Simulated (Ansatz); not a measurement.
Values for one crystal, relaxed and computed with DFT-r²SCAN in the program Ansatz with PAW potentials; other levels are named.

| Item | Result |
|---|---|
| Volume per atom | 18.87 Å³ |
| Electronic character | metallic (no gap) |
| Formation energy from the elements (no fitted shifts) | -0.74 eV/atom |
| Density of states at the Fermi level | 0.45 states/eV per atom (mean over ±0.08 eV) |

Problem. Which of these materials gives this?
(A) HfN, CsCl type
(B) Ca2CuO3, Immm (Ca on 4j, Cu on 2d, O on 2a, O on 4j)
(C) SiC, rock salt
(D) Lu2AlSi2, Immm (Lu on 4j, Al on 2a, Si on 4h)

Solution. D, Lu2AlSi2, Immm (Lu on 4j, Al on 2a, Si on 4h)

The workflow started from a Materials Project entry (that database holds measured and hypothetical structures alike); the Crystallography Open Database files this formula in space group No. 71, but the cells were not matched. Its standing as an ambient phase is unchecked. The cell was relaxed with r²SCAN under the symmetry of its start; whether a distortion lowers the energy is not shown. The references are the lowest solids computed at this level, not always the standard phases. Spin–orbit coupling is left out wherever it is not named.

Potentials: the later of the program's two PAW sets.
